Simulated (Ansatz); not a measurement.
MgCdSe2, ordered on the rocksalt lattice (R-3m) with 4 atoms a cell, relaxed with r2SCAN: 9 runs in the plane-wave code Ansatz, each a construction of maximally localised Wannier functions. It is trigonal, R-3m (No. 166); conventional cell a = 3.951 Å, c = 19.353 Å, 21.81 Å³ an atom. Mg is surrounded by 6 Se at 2.76 Å; Cd is surrounded by 6 Se at 2.83 Å; Se is surrounded by 3 Mg at 2.76 Å and 3 Cd at 2.83 Å. Spin-unpolarised throughout. Whether this structure exists isn't addressed.

```
Mg Cd Se
1.0
     1.97565    1.14064    6.45111
    -1.97565    1.14064    6.45111
     0.00000   -2.28128    6.45111
Mg Cd Se
1 1 2
Direct
  0.00000 0.00000 0.00000
  0.50000 0.50000 0.50000
  0.25334 0.25334 0.25334
  0.74666 0.74666 0.74666
```

Windows count from the top of the filled bands; a dash means that no such window was set (without an outer window there is no disentanglement).

```json
{"functional": "PBE", "SCF mesh": "6×6×6", "trial orbitals": "Se s, Se p", "functions": "8", "mesh": "6×6×6", "window (eV)": "–", "frozen (eV)": "–", "Ω total (Å²)": "17.86", "Ω invariant (Å²)": "15.69", "largest spread (Å²)": "2.43", "least projectability": "0.82", "interpolation miss of the model's filled bands (eV, to the nearest computed level)": "0.087"}
{"functional": "PBE", "SCF mesh": "6×6×6", "trial orbitals": "Se s, Se p", "functions": "8", "mesh": "4×4×4", "window (eV)": "–", "frozen (eV)": "–", "Ω total (Å²)": "16.48", "Ω invariant (Å²)": "14.27", "largest spread (Å²)": "2.30", "least projectability": "0.81", "interpolation miss of the model's filled bands (eV, to the nearest computed level)": "0.204"}
{"functional": "PBE", "SCF mesh": "6×6×6", "trial orbitals": "Se s, Se p", "functions": "8", "mesh": "8×8×8", "window (eV)": "–", "frozen (eV)": "–", "Ω total (Å²)": "18.42", "Ω invariant (Å²)": "16.30", "largest spread (Å²)": "2.48", "least projectability": "0.81", "interpolation miss of the model's filled bands (eV, to the nearest computed level)": "0.034"}
{"functional": "r2SCAN", "SCF mesh": "6×6×6", "trial orbitals": "Se s, Se p", "functions": "8", "mesh": "6×6×6", "window (eV)": "–", "frozen (eV)": "–", "Ω total (Å²)": "16.88", "Ω invariant (Å²)": "14.78", "largest spread (Å²)": "2.30", "least projectability": "0.84", "interpolation miss of the model's filled bands (eV, to the nearest computed level)": "0.055"}
{"functional": "r2SCAN", "SCF mesh": "6×6×6", "trial orbitals": "Se p", "functions": "6", "mesh": "6×6×6", "window (eV)": "–", "frozen (eV)": "–", "Ω total (Å²)": "16.44", "Ω invariant (Å²)": "16.18", "largest spread (Å²)": "2.84", "least projectability": "0.80", "interpolation miss of the model's filled bands (eV, to the nearest computed level)": "0.053"}
{"functional": "r2SCAN", "SCF mesh": "6×6×6", "trial orbitals": "Cd d", "functions": "5", "mesh": "6×6×6", "window (eV)": "–", "frozen (eV)": "–", "Ω total (Å²)": "4.51", "Ω invariant (Å²)": "4.49", "largest spread (Å²)": "1.26", "least projectability": "0.86", "interpolation miss of the model's filled bands (eV, to the nearest computed level)": "0.002"}
```

Q: Estimate from these rows what the further settings give.
```tsv
functional	SCF mesh	trial orbitals	functions	mesh	window (eV)	frozen (eV)
PBE	6×6×6	Se p	6	6×6×6	–	–
PBE	6×6×6	Cd d	5	6×6×6	–	–
PBE	6×6×6	Cd d, Se p	11	6×6×6	–	–
```

A:
```json
{"functional": "PBE", "SCF mesh": "6×6×6", "trial orbitals": "Se p", "functions": "6", "mesh": "6×6×6", "window (eV)": "–", "frozen (eV)": "–", "Ω total (Å²)": "17.44", "Ω invariant (Å²)": "17.08", "largest spread (Å²)": "3.04", "least projectability": "0.77", "interpolation miss of the model's filled bands (eV, to the nearest computed level)": "0.087"}
{"functional": "PBE", "SCF mesh": "6×6×6", "trial orbitals": "Cd d", "functions": "5", "mesh": "6×6×6", "window (eV)": "–", "frozen (eV)": "–", "Ω total (Å²)": "4.59", "Ω invariant (Å²)": "4.56", "largest spread (Å²)": "1.27", "least projectability": "0.86", "interpolation miss of the model's filled bands (eV, to the nearest computed level)": "0.002"}
{"functional": "PBE", "SCF mesh": "6×6×6", "trial orbitals": "Cd d, Se p", "functions": "11", "mesh": "6×6×6", "window (eV)": "–", "frozen (eV)": "–", "Ω total (Å²)": "19.36", "Ω invariant (Å²)": "18.75", "largest spread (Å²)": "2.79", "least projectability": "0.78", "interpolation miss of the model's filled bands (eV, to the nearest computed level)": "0.088"}
```

For Se s, Se p with PBE the spread goes 16.48 Å² (4×4×4), 17.86 Å² (6×6×6), 18.42 Å² (8×8×8): finite differences on a coarse mesh understate it.

Spin-orbit coupling is left out.
